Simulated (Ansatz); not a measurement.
# Lu$_{2}$AlN$_{2}$ in Ansatz, relaxation

Input:

```yaml
crystal:
  lattice:
    - [0.0, 3.690717, 0.0]
    - [3.690717, 0.0, 0.0]
    - [1.845358, 1.845358, -5.866165]
  atoms:
    - { symbol: Lu, position: [0.344, 0.344, 0.312] }
    - { symbol: Lu, position: [0.656, 0.656, 0.688] }
    - { symbol: Al, position: [0.0, 0.0, 0.0] }
    - { symbol: "N", position: [0.25, 0.75, 0.5] }
    - { symbol: "N", position: [0.75, 0.25, 0.5] }
  symmetry: { tolerance: 0.0003 }
kpoints:
  mp_grid: { grid: [7, 7, 7], shift: [0, 0, 0] }
magnetization:
  spin_polarized: false
scf:
  occupations: { method: fermi_dirac }
  lower_state_search: "off"
hamiltonian:
  pseudopotentials: { kind: paw }
  xc: r2scan
basis:
  ecutwfc: 500
  fft_grid_basis: typed
relax:
  max_steps: 80
  cell: { p_target: 0.0 }
output:
  forces: true
  stress: true
  eigenvalues: true
  bader: true
  populations: true
  elf: true
  write_potential: true
  volumetric_format: npy
  dos:
    e_range: [-12, 8]
    de: 0.05
    projected: { site_lists: { Al: [Al], Lu: [Lu], "N": ["N"] } }
checkpoint:
  read: saved_state
```

The command:

```bash
ansatz run input.yaml --threads 2 --pin off --max-ram 3584MiB --backend cpu --events-out ev --progress --plain --runs-dir out
```

Origin of the cell: a known structure type with other elements, at an estimated volume, so it need not be a known compound.

The smearing width isn't typed, so it takes its default of 0.1 eV.

The saved state is a converged single point of the same cell.

Steps («new basis» is an SCF on plane waves selected anew at the same cell):

| step | ΔF (meV/atom) | max force component (eV/Å) | P (GPa) | volume (Å³) | SCF iterations | step was |
| --- | --- | --- | --- | --- | --- | --- |
| 1 | 0.0 | 0.874 | 9.88 | 79.91 | 9 | accepted |
| 2 | -138.8 | 0.795 | 2.72 | 88.04 | 10 | accepted |
| 3 | -202.6 | 0.171 | 0.73 | 92.43 | 10 | accepted |
| 4 | -204.3 | 0.219 | -1.31 | 92.37 | 8 | accepted |
| 5 | -205.3 | 0.021 | -0.24 | 91.86 | 8 | accepted |
| 6 | -205.4 | 0.003 | -0.02 | 91.57 | 6 | accepted |
| 7 | -207.5 | 0.001 | 0.11 | 91.57 | 9 | new basis |
| 8 | -207.6 | 0.002 | 0.01 | 91.63 | 7 | accepted |
| 9 | -207.6 | 0.002 | 0.01 | 91.63 | 7 | new basis |

Before:

Space group I4/mmm (No. 139); the run's cell has a = 3.691 Å, b = 3.691 Å, c = 6.420 Å, α = 73.30°, β = 73.30°, γ = 90.00°. Shortest distances: Lu–N 2.15 Å, N–N 2.61 Å, Al–Lu 3.19 Å, Lu–Lu 3.42 Å, Al–N 3.47 Å.

The relaxed structure.

Space group I4/mmm (No. 139); the run's cell has a = 4.088 Å, b = 4.088 Å, c = 6.198 Å, α = 70.74°, β = 70.74°, γ = 90.00°. Shortest distances: Lu–N 2.19 Å, N–N 2.89 Å, Lu–Lu 3.30 Å, Al–N 3.42 Å, Al–Lu 3.48 Å.

```
CELL_PARAMETERS angstrom
0.00000 4.08829 0.00000
4.08829 0.00000 0.00000
2.04415 2.04415 -5.48239
ATOMIC_POSITIONS crystal
Lu 0.32280 0.32280 0.35439
Lu 0.67720 0.67720 0.64561
Al 0.00000 0.00000 0.00000
N 0.25000 0.75000 0.50000
N 0.75000 0.25000 0.50000
```

| Item | Value |
| --- | --- |
| Free energy lowered by | 207.6 meV/atom |
| Volume change | 14.68 % |
| Final pressure | 0.01 GPa |
| Relaxation steps listed | 9 |
| Formation energy (elements under the same functional, gases as molecules, uncorrected) | -0.820 eV/atom |

Caveats: no dispersion correction, so spacings can come out too large where layers or molecules are weakly bound; no moments, though an odd count or open d shells may carry them; no spin-orbit coupling, though heavy elements are present; the relaxation held the start's symmetry, so the end may be a saddle point.

It ran for 2.6 min on 2 threads of Arm Neoverse V1, with other jobs on the host, peak memory 0.67 GiB, from a saved density.
